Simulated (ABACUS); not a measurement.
Consider a self-consistent single point of ZnCu2SnS4 (P1, 8 atoms in the cell; from Materials Project mp-1025500, changed as shown).

```xyz
8
Lattice="-2.6985 2.6985 5.3956 2.6985 -2.6985 5.3956 2.6985 2.6985 -5.3956" Properties=species:S:1:pos:R:3 pbc="T T T"
Zn     0.0612    -0.0188     0.0101
Cu     2.6823     0.0211     2.6755
Cu    -0.0252     2.6826     2.7329
Sn    -0.0740     0.0187     5.4798
S     -1.3552     1.3276     6.8067
S      1.4095     1.3927     3.9212
S      1.3792    -1.3434     6.7897
S      1.3192     1.3164    -1.4379
```

All values come from this method and carry its errors: PBEsol, numerical atomic orbitals TZDP (confined pseudo-atomic orbitals with Gaussian additions; energy shift 0.01 Ry), PseudoDojo 0.4 standard norm-conserving PBEsol (tails mended) pseudopotentials (ABACUS).

ABACUS settings:

| key | value |
|---|---|
| basis | TZDP numerical atomic orbitals, energy shift 0.01 Ry |
| KPT | Gamma 6 6 6 0 0 0 |
| basis_type | lcao |
| ecutwfc | 100 Ry |
| smearing_method | fd |
| smearing_sigma | 0.00734986 Ry |
| potentials | PseudoDojo 0.4 standard norm-conserving PBEsol (tails mended) |
| symmetry | 1 |
| symmetry_prec | 1e-05 |
| ks_solver | scalapack_gvx |
| scf_nmax | 100 |
| scf_thr | 1.0e-07 |
| mixing_type | broyden |

Results:

| Quantity | Value |
|---|---|
| Number of valence electrons | 96 |
| Number of bands | 58 |
| Number of k-points after the program's reduction | 112 |
| Size of the basis | 244 |
| Number of SCF iterations | 13 |
| Free energy E − TS | -19337.7576 eV |
| Fermi level (on the code's own zero) | 9.10 eV |
| Pressure | 0.69 GPa |
| Largest force (vector length) | 2.736 eV/Å |

Forces (eV/Å):
```csv
atom,Fx,Fy,Fz
Zn1,-0.379,0.064,-0.290
Cu2,0.161,-0.066,-0.006
Cu3,0.056,-0.003,-0.035
Sn4,1.470,-0.667,-2.209
S5,-1.350,1.485,1.612
S6,-0.298,-0.175,0.557
S7,0.479,-0.683,0.543
S8,-0.139,0.045,-0.172
```

Stress (GPa, positive for compression):
```
 0.57  -2.74  -0.75
-2.74   0.74   1.63
-0.75   1.63   0.75
```

For comparison: a first run was changed to give this one (atoms moved at random), and from it to this one the free energy rises by 37.5 meV/atom, the pressure goes from -0.32 to 0.69 GPa and the largest force goes from 0.228 to 2.736 eV/Å.

The atom-centred basis is finite, which shifts total energies, pressures and forces against plane waves. Forces above 1 eV/Å remain at this geometry, of which the finite basis can carry a part. The structure comes from a collection of computed structures, made at another level of theory; the collection holds predicted forms beside known ones. No clean gap shows at this smearing width and mesh (spacing up to 0.27 Å⁻¹); the mesh is coarse for partly filled bands, so the values carry mesh errors. Semi-local functionals can close small gaps.

Cost on one core: about 2.3 core-minutes (a rough figure).

The atomic orbitals were generated for these runs; they are not ABACUS's published sets and were checked against plane waves on a few crystals only.

“Tails mended”: in these copies of the files the far tail of each local potential was reset to the Coulomb form.
